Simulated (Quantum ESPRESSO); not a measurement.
# Ga4AgTi3: different elements on one site, starting from this cell

A calculation, not a measurement. The program is pw.x of Quantum ESPRESSO 7.5 (plane-wave density functional theory). The cell is made up: eight metal atoms on a face-centred cubic lattice, with elements, volume, strain and displacements drawn at random and not relaxed, so it may be unstable or far from any real phase. PseudoDojo standard norm-conserving files set the functional (PBE unless stated); there is no spin polarisation or spin-orbit coupling, the Fermi-Dirac width of 0.25 eV means electrons at about 2900 K, and the masses in the input are unused placeholders. Heavy elements are run without spin-orbit coupling, which real alloys of them have. A spin test at this wide smearing found no moment, but such smearing suppresses magnetism that the real alloy may have.

The runs put different elements on site 7. Cell, positions, cutoff, mesh and smearing stay as in the input of run 1; sites are counted in its order. Stress in the tables is positive in tension.

Input of run 1:

```
&control calculation='scf', pseudo_dir='./dojo.nc.sr.pbe.v0_5.standard.upf', outdir='./o', disk_io='minimal', tprnfor=.true., tstress=.true. /
&system ibrav=0, nat=8, ntyp=3, nbnd=66, ecutwfc=84.00895049, nosym=.true., tot_charge=0,
 occupations='smearing', smearing='fd', degauss=0.0183746611
/
&electrons conv_thr=1.470e-08, electron_maxstep=70, mixing_beta=0.5 /
ATOMIC_SPECIES
Ag 1.0 Ag.upf
Ga 1.0 Ga.upf
Ti 1.0 Ti.upf
CELL_PARAMETERS angstrom
0.0215 2.1264 2.16
-4.1294 -0.0335 -0.0094
-0.0483 -8.3732 8.5074
ATOMIC_POSITIONS angstrom
Ga 0.0214 0.1345 0.0121
Ga -0.0133 -2.2628 2.0658
Ga 0.0556 -4.2395 4.3631
Ag -0.1383 -6.3038 6.3263
Ti -2.1216 -0.1148 2.0378
Ti -2.0416 -2.0285 4.2148
Ti -2.0439 -4.111 6.3497
Ga -2.0086 -6.1517 8.4023
K_POINTS automatic
8 6 2 1 1 1
```

| run | elements on sites 1 to 8 | -TS (eV) | pressure (GPa) | stress xx (GPa) | stress yy (GPa) | stress zz (GPa) | stress yz (GPa) | stress xz (GPa) | stress xy (GPa) | iterations |
| --- | --- | --- | --- | --- | --- | --- | --- | --- | --- | --- |
| 1 | Ga Ga Ga Ag Ti Ti Ti Ga | -1.432 | -8.38 | 8.37 | 8.40 | 8.37 | -0.91 | -0.08 | 0.38 | 17 |
| 2 | Ga Ga Ga Ag Ti Ti Pd Ga | -1.239 | -9.50 | 9.81 | 9.42 | 9.26 | -1.55 | -0.07 | 0.22 | 22 |
| 3 | Ga Ga Ga Ag Ti Ti Ta Ga | -1.267 | -8.37 | 7.58 | 8.81 | 8.71 | -0.76 | -0.24 | 0.58 | 17 |
| 4 | Ga Ga Ga Ag Ti Ti Ru Ga | -1.510 | -11.52 | 11.29 | 11.67 | 11.59 | -1.93 | -0.09 | 0.27 | 19 |

Forces Fx Fy Fz (eV/Å):

| site | run 1 | run 2 | run 3 | run 4 |
| --- | --- | --- | --- | --- |
| 1 | 0.00 -0.52 0.21 | 0.02 -0.49 0.15 | 0.00 -0.53 0.21 | 0.02 -0.52 0.18 |
| 2 | -0.04 0.42 0.01 | -0.05 0.37 0.03 | -0.04 0.42 0.02 | -0.04 0.37 0.04 |
| 3 | -0.19 0.26 -0.34 | -0.05 -0.10 0.02 | -0.24 0.26 -0.34 | -0.08 -0.50 0.39 |
| 4 | 0.60 0.15 -0.01 | 0.52 0.11 0.00 | 0.78 0.03 0.13 | 0.58 0.19 -0.07 |
| 5 | 0.16 0.27 -0.08 | 0.13 0.23 -0.06 | 0.15 0.28 -0.09 | 0.14 0.26 -0.09 |
| 6 | 0.01 -0.49 0.25 | 0.00 -0.46 0.26 | 0.01 -0.56 0.30 | 0.00 -0.75 0.55 |
| 7 | -0.17 0.20 -0.29 | -0.24 0.45 -0.48 | -0.28 0.32 -0.40 | -0.27 0.89 -0.92 |
| 8 | -0.37 -0.29 0.25 | -0.34 -0.12 0.08 | -0.39 -0.23 0.19 | -0.35 0.05 -0.08 |

Energies are left out, as each element's file has its own zero. A rerun of one cell of this series at a higher cutoff and on a denser mesh moved values by no more than 0.012 eV in energy, 0.16 GPa in stress and 0.019 eV/Å in force, and a second program with other atomic files agreed on that cell to 2 % rms in force and 0.5 GPa in pressure.